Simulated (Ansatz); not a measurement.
Data:

Cu$_{3}$Sn:
Space group P6₃/mmc (No. 194); a = b = 5.515 Å, c = 4.266 Å, α = β = 90.00°, γ = 120.00°

```tsv
atom	site	symmetry	x	y	z
Cu	6h	mm2	0.3108	0.1554	0.2500
Sn	2c	-6m2	0.3333	0.6667	0.2500
```

This is the r²SCAN-relaxed structure.

Problem. All from plane-wave PAW r²SCAN (Ansatz code), unless another level is named. Give the density of states at the Fermi level.

Solution. 0.25 states/eV per atom (mean over ±0.08 eV).

Problem. Give the formation energy from the elements (no fitted shifts).

Solution. 0.027 eV/atom.

Problem. Next, the gap with spin–orbit coupling?

Solution. none (metallic).

Space group P6_3/mmc. The first step of the workflow began from a Materials Project structure, measured or hypothetical; the Crystallography Open Database copy checked does not list it. COD files the formula under space group No. 59, 63, so this cell is another polymorph or a model. Whether it is the stable phase at ambient conditions was not checked. The cell was relaxed with r²SCAN under the symmetry of its start; whether a distortion lowers the energy is not shown. The run is not spin-polarised. Axis ratios of metals converge slowly with the k-mesh, so a and c are less sure than the volume. The references are the lowest solids computed at this level, not always the standard phases. Scalar-relativistic: spin–orbit coupling is off unless named, which matters more the heavier the elements.

Potentials: the later of the program's two PAW sets.
